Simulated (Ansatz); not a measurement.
**ReP2 in the CdI2-type structure**

Level of theory: DFT, PBEsol, scalar-relativistic, no spin polarisation; plane waves to 420 eV with PAW datasets (Ansatz 0.2.0), Γ-centred 12×12×6 mesh, 0.05 eV Gaussian smearing. The datasets are Ansatz's generated set soft_2.

```xyz
3
Lattice="3.0484 0.0000 0.0000 -1.5242 2.6400 0.0000 0.0000 0.0000 5.0967" Properties=species:S:1:pos:R:3 pbc="T T T"
Re    0.0000    0.0000    0.0000
P     0.0000    1.7600    1.6741
P     1.5242    0.8800    3.4226
```

The start was a prototype's sites filled with these elements, not a measured cell.

The cell above was scaled in volume, and shape and atoms were relaxed at each volume within its symmetry. Energies are counted from the cell above.

```
V (Å³/atom)  ΔE (meV/atom)  P (GPa)
      13.13           12.9      7.9
      13.40              ?        ?
      13.67            0.0      0.0
      13.95            2.9     -2.9
      14.22            9.7     -5.4
```

**Question.** Fill in the withheld row.

**Answer.** ΔE (meV/atom): 3.0, P (GPa): 3.7.

**Question.** Can a bulk modulus be trusted from these points?

**Answer.** No. The energies are smooth (scatter 0.06 meV/atom), but the fit's B0′ of 11.6 is out of the usual range: the curve is too flat or too lopsided over this range, or mesh noise enters, and a third-order form can't fix it.

Spin–orbit coupling, which matters for such heavy elements, is left out. The cell is a metal with an odd number of electrons, and spin polarisation wasn't tried.
